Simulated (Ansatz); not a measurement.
A geometry of SnO away from equilibrium: step 19 of the relaxation of a relaxed SnO cell, doubled along one cell vector, shaken by Gaussian noise of σ = 0.08 Å a coordinate. The numbers are results of r2SCAN (plane waves to 500 eV, PAW, scalar-relativistic; Ansatz, a first-principles code), not measurements. Γ-centred k-mesh 5×5×2 on the run's cell (coarser than for final values), Fermi–Dirac smearing 0.05 eV. The plane waves were selected for a different cell earlier on the path.

```
CELL_PARAMETERS angstrom
      5.15622    -0.02043     0.00772
     -2.59581     4.52406    -0.00212
      0.01748     0.00455    10.67837
ATOMIC_POSITIONS crystal
  Sn 0.30107 0.19253 0.96557
  Sn 0.47092 0.25605 0.46255
  Sn 0.81667 0.11002 0.29840
  Sn 0.76121 0.21981 0.79624
  Sn 0.78980 0.54388 0.13087
  Sn 0.90756 0.71463 0.63105
  O  0.65559 0.66957 0.29138
  O  0.79111 0.85095 0.78872
  O  0.16371 0.94431 0.12483
  O  0.35001 0.99741 0.62336
  O  0.06412 0.21904 0.45816
  O  0.01676 0.35012 0.95797
```

Task: Give the Cartesian forces on all atoms (eV/Å).

Result: 
```json
[
 {"atom": "Sn1", "Fx": "-0.22", "Fy": "-0.17", "Fz": "0.03"},
 {"atom": "Sn2", "Fx": "-0.29", "Fy": "0.26", "Fz": "0.01"},
 {"atom": "Sn3", "Fx": "0.25", "Fy": "-0.08", "Fz": "-0.04"},
 {"atom": "Sn4", "Fx": "-0.03", "Fy": "-0.24", "Fz": "-0.20"},
 {"atom": "Sn5", "Fx": "0.39", "Fy": "0.21", "Fz": "-0.05"},
 {"atom": "Sn6", "Fx": "-0.17", "Fy": "0.04", "Fz": "0.05"},
 {"atom": "O7", "Fx": "-0.13", "Fy": "0.18", "Fz": "0.17"},
 {"atom": "O8", "Fx": "0.03", "Fy": "0.26", "Fz": "-0.07"},
 {"atom": "O9", "Fx": "-0.26", "Fy": "-0.15", "Fz": "-0.14"},
 {"atom": "O10", "Fx": "-0.05", "Fy": "-0.15", "Fz": "0.17"},
 {"atom": "O11", "Fx": "0.22", "Fy": "-0.16", "Fz": "-0.11"},
 {"atom": "O12", "Fx": "0.26", "Fy": "0.00", "Fz": "0.19"}
]
```

The path ends in P3₁21 (No. 152). No spin polarisation in the result.

The end of the path is a generated cell of SnO: the first start was made by placing the elements on the sites of a structure type, and the end was not matched to a known phase here, so it may be hypothetical. Known forms of SnO include space group No. 129.
